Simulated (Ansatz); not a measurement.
Dy3Re: start and end of a relaxation

Recipe of this trial structure of Dy3Re: random cell by space group and Wyckoff sites (Fm-3m, No. 225). Lengths were set from tabulated atomic sizes, so they are only a guess.

start.cif

```cif
data_structure
_symmetry_space_group_name_H-M 'Fm-3m'
_symmetry_Int_Tables_number 225
_cell_length_a 7.7297
_cell_length_b 7.7297
_cell_length_c 7.7297
_cell_angle_alpha 90.000
_cell_angle_beta 90.000
_cell_angle_gamma 90.000
_cell_volume 461.83
loop_
_atom_site_label
_atom_site_type_symbol
_atom_site_symmetry_multiplicity
_atom_site_Wyckoff_symbol
_atom_site_fract_x
_atom_site_fract_y
_atom_site_fract_z
_atom_site_occupancy
Dy1 Dy 4 a 0.00000 0.00000 0.00000 1
Dy2 Dy 8 c 0.25000 0.25000 0.75000 1
Re1 Re 4 b 0.50000 0.00000 0.00000 1
```

These are results of Ansatz 0.2.0, DFT PBE, scalar-relativistic, plane waves, PAW, and for the lanthanide a 4f-in-core norm-conserving potential, not measurements. Cutoff 630 eV, Gaussian smearing, Γ-centred meshes. Cell and atoms relax first on a coarse mesh and then on a finer one. In between, the cell is made exact in the group found at 0.06 Å. In metals the finer mesh still leaves noise of several meV/atom or more. The steps can't lower the symmetry of their start. No spin polarisation in the relaxation; trial moments died out in a coarse test.

end.cif

```cif
data_structure
_symmetry_space_group_name_H-M 'Fm-3m'
_symmetry_Int_Tables_number 225
_cell_length_a 7.2627
_cell_length_b 7.2627
_cell_length_c 7.2627
_cell_angle_alpha 90.000
_cell_angle_beta 90.000
_cell_angle_gamma 90.000
_cell_volume 383.08
loop_
_atom_site_label
_atom_site_type_symbol
_atom_site_symmetry_multiplicity
_atom_site_Wyckoff_symbol
_atom_site_fract_x
_atom_site_fract_y
_atom_site_fract_z
_atom_site_occupancy
Dy1 Dy 4 a 0.00000 0.00000 0.00000 1
Dy2 Dy 8 c 0.25000 0.25000 0.75000 1
Re1 Re 4 b 0.50000 0.00000 0.00000 1
```

The symmetry stays Fm-3m (No. 225). The end has the BiF3 (D0_3) type. The volume per atom shrinks by 17.1 %, from 28.9 to 23.9 Å³. The shortest distance goes from 3.35 Å (Dy–Re and Dy–Dy) to 3.14 Å (Dy–Re and Dy–Dy). The energy falls by about 0.18 eV/atom (the start's value is from the coarse mesh).

* Volume per atom: 23.94 Å³
* Density: 11.68 g/cm³
* Formation energy: +0.30 eV/atom
* Gap on the 12×12×12 mesh of the 4-atom cell: 0 eV (a metal)

Formation energies are uncorrected and refer to the elements' standard structures at the same level. The separate elements lie lower, so it is unstable against them.

The last run used Gaussian smearing of 0.10 eV. Spin–orbit coupling, which can matter for Re, is left out. Trial moments died out on the coarse mesh, so the last step has no spin; another magnetic start might hold. Symmetry constrained the relaxation, so the result can be a saddle point. In all, the 3 runs took 110 s on 1 thread of Arm Neoverse V1 (shared host).

The lanthanide is trivalent by construction, without f bands, f moments or other valences. The reference runs of the other elements, and any phases without the lanthanide, used 420 eV, which shifts energies against them by under 10 meV/atom. The lanthanide's reference is the lowest of its hcp, dhcp and fcc cells.
